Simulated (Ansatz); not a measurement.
Phonons of a relaxed structure of GaP by density-functional perturbation theory (low response-accuracy setting, no LO–TO term) at Γ and zone-boundary points with q components 0 or ½ of the primitive reciprocal vectors. Level of theory: PBE (plane waves to 420 eV, PAW, scalar-relativistic; Ansatz, an electronic-structure program). Γ-centred k-mesh 8×8×8, Fermi–Dirac smearing 0.05 eV.

```
GaP
1.0
    0.00000     2.75322     2.75322
    2.75322     0.00000     2.75322
    2.75322     2.75322     0.00000
P Ga
1 1
Cartesian
  4.12983   4.12983   4.12983
  0.00000   0.00000   0.00000
```

Space group F-43m (No. 216), zinc blende type.

Question: Is this structure dynamically stable at those wavevectors?

Answer: No instability shows at these points (nothing beyond 15i cm⁻¹, the threshold used here). Other wavevectors were not sampled, so this does not prove stability.

Question: Give the phonon wavenumbers.

Answer: 
| q | wavenumbers (cm⁻¹; i marks imaginary) |
|---|---|
| Γ | 0 (×3), 345 (×3) |
| L (½, 0, 0) | 80 (×2), 224, 342 (×2), 352 |
| X (½, ½, 0) | 102 (×2), 241, 341 (×2), 349 |

No spin polarisation in the result.
